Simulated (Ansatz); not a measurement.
Values for one crystal, relaxed and computed with r²SCAN in the plane-wave PAW code Ansatz; other levels are named.

| Property | Value |
|---|---|
| Volume per atom | 9.45 Å³ |
| Electronic character | metallic (no gap) |
| Pressure derivative B′ | 4.6 |
| Density of states at the Fermi level | 0.24 states/eV per atom (mean over ±0.08 eV) |
| Bulk modulus (Birch–Murnaghan fit) | 216 GPa |
| Formation energy from the elements (no fitted shifts) | -2.40 eV/atom |

**Question.** Pick the material that matches.
A. Ti3CuC2, P6_3/mmc (Ti on 4f, Ti on 2a, Cu on 2b, C on 4f)
B. Zn3GaNO3, P3m1 (Pearson symbol hP8)
C. MgTiNO, P4/nmm (Pearson symbol tP16)
D. NbNF2, P4/mmm (Nb on 1a, N on 1b, F on 2f)

**Answer.** C, MgTiNO, P4/nmm (Pearson symbol tP16)

The start of the workflow was typed in or built on a structure type; neither database checked (COD, Materials Project) lists it. Its standing as an ambient phase is unchecked. Symmetry was held in the r²SCAN relaxation; its stability against distortions is not shown here. The workflow began spin-polarised and lost its moments. The compound may be a true metal, but semilocal functionals without U, or a wrong spin order, can also close a gap. The references are the lowest solids computed at this level, not always the standard phases (solids in place of the gases).

Potentials: the earlier of the program's two PAW sets.
